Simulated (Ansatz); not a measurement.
SnSe$_{2}$ (CdI2 type)

Space group P-3m1 (No. 164); a = 3.8399 Å, b = 3.8399 Å, c = 6.0088 Å, α = 90.00°, β = 90.00°, γ = 120.00°

```csv
atom,site,symmetry,x,y,z
Sn,1a,-3m.,0.0000,0.0000,0.0000
Se,2d,3m.,0.3333,0.6667,0.2652
```

This relaxed cell (volume V₀) is scaled evenly in all directions, its shape held. The atoms relax within the cell's symmetry.

Computed with PBE-D3(BJ) (plane waves to 420 eV, PAW, scalar-relativistic; Ansatz, a first-principles code). k mesh 10×10×6 (Γ-centred), Fermi-Dirac smearing 0.05 eV. E stands for the smeared free energy. SnSe2 was relaxed with its symmetry unable to fall. The zero of ΔE is the relaxed starting cell.

Question: Predict the ΔE (eV/atom) at V/V₀ = 0.872, 0.936, 0.968, 1.032, 1.064, 1.096, 1.128, 1.160.

Answer: 
```tsv
V/V₀	ΔE (eV/atom)
0.872	0.070
0.936	0.015
0.968	0.004
1.032	0.003
1.064	0.012
1.096	0.025
1.128	0.041
1.160	0.061
```

(A scan under strain: stresses follow from slopes of the energy per volume, elastic moduli from its curvatures.)
